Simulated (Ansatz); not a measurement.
Here is the system:

ZrNi:
```xyz
4
Lattice="1.6155 -4.8944 0.0000 1.6155 4.8944 0.0000 0.0000 0.0000 3.9746" Properties=species:S:1:pos:R:3 pbc="T T T"
Zr     1.6155    -1.3574     0.9936
Zr     1.6155     1.3574     2.9809
Ni     1.6155    -4.0822     0.9936
Ni     1.6155     4.0822     2.9809
```

This is the LDA-relaxed structure.

Problem. All from plane-wave PAW LDA (Ansatz code), unless another level is named. Predict the bulk modulus (Birch–Murnaghan fit).

Solution. 160 GPa.

Problem. And the highest zone-centre frequency?

Solution. 226 cm⁻¹.

Space group Cmcm. The workflow started from a Materials Project entry (that database holds measured and hypothetical structures alike); the Crystallography Open Database files this formula in space group No. 63, but the cells were not matched. Whether it is the stable phase at ambient conditions was not checked. Symmetry was held in the LDA relaxation; its stability against distortions is not shown here. No spin polarisation was allowed. As this level gives no gap, phonon frequencies hold no LO–TO term and depend on the k-mesh and smearing (Fermi–Dirac, 0.1 eV here).

Potentials: the later of the program's two PAW sets.
